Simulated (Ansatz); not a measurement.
Ca3BiN (anti-perovskite, Pm-3m), plane-wave PAW LDA (Ansatz code), all energies at zero smearing, with the estimated change up to a 700 eV cutoff added, with one set of potentials and settings (totals compare only within such a set). Cell of 5 atoms (3 Ca, 1 Bi, 1 N): -17783.528 eV.

| element | reference phase | E (eV/atom) |
|---|---|---|
| Ca | Fm-3m, 1 atoms in the cell | -1772.6031 |
| Bi | R-3m, 2 atoms in the cell | -12085.8651 |
| N | P4_2/mnm, 4 atoms in the cell | -373.6497 |

Formation energy per atom, worked out: (-17783.528 − 3×(-1772.6031) − 1×(-12085.8651) − 1×(-373.6497))/5 = -1.241 eV/atom (-120 kJ per mol of atoms), at 0 K, without zero-point energy or fitted corrections.

The first step of the workflow began from a Materials Project structure, measured or hypothetical; the Crystallography Open Database files this formula in space group No. 221, but the cells were not matched. Its standing as an ambient phase is unchecked. Symmetry was held in the LDA relaxation; of distortions, only those at the zone centre were tested. The references are the lowest solids computed at this level, not always the standard phases (solids in place of the gases). Scalar-relativistic: spin–orbit coupling is off unless named, which matters more the heavier the elements.

Potentials: the later of the program's two PAW sets.
